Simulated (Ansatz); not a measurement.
# perovskite-structured KTaO3

Computed with Ansatz (plane waves, PAW, 500 eV cutoff): r²SCAN, scalar-relativistic, no spin polarisation, 6×6×6 k-mesh, Gaussian smearing of 0.05 eV. The datasets are Ansatz's generated set soft_2.

```
CELL_PARAMETERS angstrom
3.99017 0.00000 0.00000
0.00000 3.99017 0.00000
0.00000 0.00000 3.99017
ATOMIC_POSITIONS crystal
K 0.00000 0.00000 0.00000
Ta 0.50000 0.50000 0.50000
O 0.00000 0.50000 0.50000
O 0.50000 0.50000 0.00000
O 0.50000 0.00000 0.50000
```

The start was a prototype's sites filled with these elements; the Crystallography Open Database holds the compound in this structure. The ideal cubic cell shuts out tilts of the octahedra, which such structures often take.

The cell has space group Pm-3m (read at 0.01 Å). In it the stress is 0.00, 0.00, 0.00, 0.00, 0.00, 0.00 GPa and the largest force component 0.000 eV/Å. Each change below starts from this cell, without further relaxation. Stress is in GPa, positive in compression, in the order xx, yy, zz, yz, xz, xy; energies are counted from the cell above.

Problem. What happens when atom 1 (K) is moved by 0.02 Å along x?

Solution. The energy changes by 0.9 meV per cell, and the force on it along the shift is -0.086 eV/Å (−F/u = 4.31 eV/Å²). Stress: 0.01, 0.01, 0.01, 0.00, 0.00, 0.00.
```
atom  Fx (eV/Å)     Fy     Fz
  K1     -0.086  0.000  0.000
 Ta2      0.049  0.000  0.000
  O3      0.016  0.000  0.000
  O4      0.011  0.000  0.000
  O5      0.011  0.000  0.000
```

Problem. What stress follows from an engineering strain of 2 % in yy, atoms carried along?

Solution. -1.57, -8.31, -1.57, 0.00, 0.00, 0.00 GPa; the energy changes by 34.1 meV per cell. The gap on the mesh goes from 2.63 eV to 2.55 eV.
The change of the stress over the strain gives a clamped-atom stiffness of about 416 GPa for this component, a secant value that lies under the elastic constant in tension and over it in compression, by several per cent for each per cent of strain.
In a harmonic crystal the energy would rise by V(½Cε² − σ₀ε), with σ₀ the stress of the unstrained cell, = 32.9 meV, close to the run's value; the rest has the sign of the anharmonic part, which a secant stiffness overstates.

Problem. All atoms and the cell are disturbed at random:
```xyz
5
Lattice="4.0191 0.0110 -0.0582 0.0110 3.9897 0.0012 -0.0582 0.0012 4.0211" Properties=species:S:1:pos:R:3 pbc="T T T"
K     0.1585    0.0150   -0.0511
Ta    1.6871    2.1275    1.9772
O     0.0001    1.9680    1.8708
O     2.1183    1.8290    0.0553
O     1.9939    0.0635    2.0939
```
Give the energy change, the stress and the forces.

Solution. 1155.5 meV per cell; stress 25.56, -1.33, -5.04, -0.14, 2.73, 0.36 GPa. The gap on the mesh goes from 2.63 eV to 3.04 eV.
| atom | Fx (eV/Å) | Fy | Fz |
| --- | --- | --- | --- |
| K1 | -1.234 | 0.225 | 0.141 |
| Ta2 | 7.567 | -0.716 | 0.180 |
| O3 | -4.577 | 0.261 | 0.587 |
| O4 | -1.186 | 1.461 | -0.684 |
| O5 | -0.570 | -1.231 | -0.225 |

Semilocal functionals underestimate band gaps, commonly by a third or more. No spin–orbit coupling, a notable omission for heavy elements.
